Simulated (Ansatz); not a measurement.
All numbers below come from DFT PBE, scalar-relativistic, plane waves, PAW in Ansatz 0.2.0. All cells share a 420 eV cutoff and Γ-centred k meshes spaced at most about 0.3 Å⁻¹ (about 0.25 or finer for metals, 2π included). No spin polarisation in the final relaxations.

These are static total energies at zero pressure.

Compare these two cells of Y3Zr2F, each relaxed at this level.

1.

```
Y Zr F
1.0
    -2.90454    2.90454    5.55385
     2.90454   -2.90454    5.55385
     2.90454    2.90454   -5.55385
Y Zr F
3 2 1
Cartesian
  0.0000 0.0000 7.6332
  0.0000 0.0000 3.4745
  0.0000 0.0000 0.0000
  0.0000 2.9045 2.7769
  2.9045 0.0000 2.7769
  0.0000 0.0000 5.5539
```

2.

```
Y Zr F
1.0
     6.51143    0.00000    0.00000
    -3.25571    5.63906    0.00000
     0.00000    0.00000    6.78743
Y Zr F
3 2 1
Direct
  0.50000 0.00000 0.00000
  0.00000 0.50000 0.00000
  0.50000 0.50000 0.00000
  0.00000 0.00000 0.19156
  0.00000 0.00000 0.80844
  0.00000 0.00000 0.50000
```

**Question.** Which is lower in energy, and by how much?

**Answer.** Cell 1 is lower, by 76 meV/atom. Cell 1 has space group I4/mmm (No. 139), 31.2 Å³/atom and no gap on its mesh; cell 2 has space group P6/mmm (No. 191), 41.5 Å³/atom and no gap. Counting Y or Zr atoms around F (for each partner element, those within 1.25 times its shortest distance or 1.15 times the sum of covalent radii, where it is the nearest in units of that sum or under 1.3), cell 1 and cell 2 both have F 2. The denser one is the lower, and pressure would at first widen the difference. Even the lower one lies +0.05 eV/atom against the reference forms of the elements (uncorrected), a margin that errors in the energy of the gaseous reference can exceed. Both come from invented guesses. A third cell relaxed alike, in R-3m, lies 0.52 eV/atom below the lower of the two.

A magnetic state wasn't ruled out in cells without spin, among them I4/mmm. Cells relaxed within their symmetry can be saddle points.
